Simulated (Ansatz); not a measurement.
LiH (rock salt), conventional cell a = 4.0071 Å, b = 4.0071 Å, c = 4.0071 Å, α = 90.00°, β = 90.00°, γ = 90.00°. The calculation uses the primitive cell of 2 atoms, to which meshes and values per cell refer.

The relaxed cell is deformed in two ways at once: its volume V is scaled, and at that volume it is stretched along z (the c axis of the conventional cell) so that c/a changes. Fractional atomic positions are held.

These are PBE (plane waves to 420 eV, PAW, scalar-relativistic; Ansatz, an electronic-structure program) values and carry that method's errors. k mesh 14×14×14 (Γ-centred), Fermi-Dirac smearing 0.05 eV. Stress and pressure are positive under compression. LiH was relaxed with its symmetry unable to fall.

Changes of P (GPa) from the point V/V₀ = 1.000, (c/a)/(c/a)₀ = 1.000 when one coordinate moves alone (two changes are said to add if the coupling is within 5 % of the smaller one, nearly so within 20 %):

```json
[
 {"point": "V/V₀ = 1.000, (c/a)/(c/a)₀ = 0.920", "change": "0.440"},
 {"point": "V/V₀ = 1.000, (c/a)/(c/a)₀ = 0.960", "change": "0.104"},
 {"point": "V/V₀ = 0.960, (c/a)/(c/a)₀ = 1.000", "change": "1.586"},
 {"point": "V/V₀ = 0.980, (c/a)/(c/a)₀ = 1.000", "change": "0.759"},
 {"point": "V/V₀ = 1.020, (c/a)/(c/a)₀ = 1.000", "change": "-0.696"},
 {"point": "V/V₀ = 1.040, (c/a)/(c/a)₀ = 1.000", "change": "-1.336"},
 {"point": "V/V₀ = 1.000, (c/a)/(c/a)₀ = 1.040", "change": "0.094"},
 {"point": "V/V₀ = 1.000, (c/a)/(c/a)₀ = 1.080", "change": "0.360"}
]
```

### Question
What is the change at V/V₀ = 0.960, (c/a)/(c/a)₀ = 0.920, where both move, and how far is it from the sum?

### Answer
The sum of the single changes is 1.586 + (0.440) = 2.026; the calculation gives 2.059, so the coupling contributes 0.033 (under 20 % of the smaller single change, nearly additive).

(A scan under strain: stresses follow from slopes of the energy per volume, elastic moduli from its curvatures.)
